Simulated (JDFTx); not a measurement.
Reference run:

```yaml
surface: Cd(0001)
bulk: Cd, P6_3/mmc, lattice of mp-94 (not re-optimised)
slab: 4 atoms in 4 planes, 1x1, 8.8 Å between the outermost planes
in-plane cell: 2.958 × 2.958 Å, 7.58 Å²
cell_height: 24.8 Å
sampling: 8×8×1 k mesh, Fermi smearing 0.01 Ha, no spin polarisation
```

The reference is PBE, GBRV ultrasoft potentials, plane waves to 20/100 Ha; code: a modified build of JDFTx. Unrelaxed; liquid: CANDLE, water, 1 M NaF. U vs SHE = −μ/e − 4.44 V throughout (conventional absolute potential of the hydrogen electrode).

```tsv
run	F per atom, vacuum (eV)	TS per atom (eV)	k states	plane waves per k	work function (eV)	U_pzc (V)
run 1	-1285.637	0.347	10	5414	3.98	-0.83
run 2 (reference)	-1285.506	0.089	10	5414	3.80	-0.98
run 3	-1285.471	0.026	10	5414	3.77	-1.00
run 4	-1285.462	0.012	10	5414	3.79	-0.97
```

Question: One setting differs between these runs. Which?
A) Fermi smearing width
B) functional
C) plane-wave cutoffs
D) slab thickness

Answer: A, Fermi smearing width. The values, in order: 0.02 Ha; 0.01 Ha; 0.005 Ha; 0.003 Ha.
